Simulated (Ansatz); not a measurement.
The elements of this relaxed trial crystal are hidden behind letters.

```
lattice vectors (Å)
   3.1551    0.0000    0.0000
  -1.5775    2.7324    0.0000
   0.0000    0.0000   16.3179
fractional positions
X 0.3333 0.6667 0.6610
X 0.3333 0.6667 0.0000
X 0.3333 0.6667 0.3390
X 0.6667 0.3333 0.8305
X 0.6667 0.3333 0.1695
Z 0.6667 0.3333 0.5000
Q 0.0000 0.0000 0.5772
Q 0.0000 0.0000 0.9154
Q 0.0000 0.0000 0.2539
Q 0.0000 0.0000 0.7461
Q 0.0000 0.0000 0.0846
Q 0.0000 0.0000 0.4228
```

Level of theory: DFT PBE, scalar-relativistic, plane waves, PAW (Ansatz). The final run on the 12-atom cell used 420 eV, a Γ-centred 12×12×4 mesh, 0.10 eV smearing and no spin polarisation.

| Item | Value |
| --- | --- |
| Space group | P-6m2 (No. 187) |
| Conventional cell | a = 3.155 Å, c = 16.318 Å |
| Volume per atom | 11.72 Å³ |
| Density | 6.94 g/cm³ |
| Formation energy | −1.64 eV/atom |
| Gap on the 12×12×4 mesh of the 12-atom cell | 0 eV (a metal) |

Energies are uncorrected and count from the elements' standard states at the same level.

Q: X is a d-block element of period 5, Z is a d-block element of period 4 and Q is a p-block element of period 2. Which elements are they?

A: X = Zr, Z = Ti, Q = N, so the formula is Zr5TiN6. Density times volume gives a mean mass of 6.94 × 11.72/1.6605 = 49.0 u per atom, and this set has 49.0 u. Zr on a site of symmetry 3m has 6 N at 2.28–2.29 Å, 9 Zr at 3.16–3.31 Å and 3 Ti at 3.20 Å; Ti is surrounded by 6 N at 2.21 Å, 6 Ti at 3.16 Å and 6 Zr at 3.20 Å; N on its first site has 3 Ti at 2.21 Å, 3 Zr at 2.28 Å, 1 N at 2.52 Å and 1 N at 2.76 Å; 4 more sites not described. Other sets within the hints have nearly the same mass, so mass alone doesn't settle it; this one was computed.

A later test with randomly moved atoms came back to the same energy, though modes that don't fit the test's cell weren't probed.
